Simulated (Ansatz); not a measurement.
**K: enthalpy against pressure**

K, Cmmm, a = 8.518 Å, b = 8.530 Å, c = 11.145 Å. This isn't the element's structure at ambient conditions. Ansatz: PBEsol, PAW, 420 eV, Γ-centred 6×6×4 mesh on 5 atoms, Gaussian smearing 0.10 eV; no spin polarisation. Cell and atoms are relaxed at each pressure, and no other structure is tried, so the rows at high pressure may lie past a change of phase. y is the enthalpy over the state at zero pressure; there V0 = 80.981 Å³/atom. The pressures are the targets, met within 0.04 GPa.

```
P (GPa) y (eV/atom)
    0.0       0.0000
    3.0       1.1421
    8.0       2.4691
   15.0            ?
   30.0       5.9049
   60.0       8.9254
```

Q: Fit y = c1 P + c2 P² + c3 P³ to the other rows, say what c1 and c2 mean, and predict the missing value.

A: Least squares on the rows shown. y = 0.37436 P − 0.0080841 P² + 7.2069×10⁻⁵ P³. Since dH/dP = V, c1 is V0: 0.37436 eV/GPa × 160.2 = 59.972 Å³ against 80.981; c2 = −V0/(2B0) gives B0 = 23 GPa, where a Birch–Murnaghan fit to the volumes of the same runs (not shown) gives 2.8 GPa. The volume falls by 82 % over the range, most steeply at the start, which a cubic can't follow: here c1 isn't V0 and c2 doesn't give B0. Above P = −c2/(3 c3) = 37 GPa the cubic's slope, the volume, would rise with pressure, so the form fails there. At P = 15.0 the fit asked for gives 4.0397 eV/atom. The run gave 3.8216 eV/atom, so the fit is 0.2181 eV/atom too high, 2.4 % of the span of the series, against an rms of 0.0503 eV/atom on the fitted rows. With a term in P⁴ added, a fit to the same known rows (none to spare) predicts 3.6441 eV/atom, which misses by about as much or more on the other side: the known rows don't fix the higher terms. Also, this row ran on the mesh 8×8×6, its neighbour on 8×8×4, which can shift it a little.

The mesh isn't the same in all rows (6×6×4, 8×8×4, 8×8×6, 10×10×6).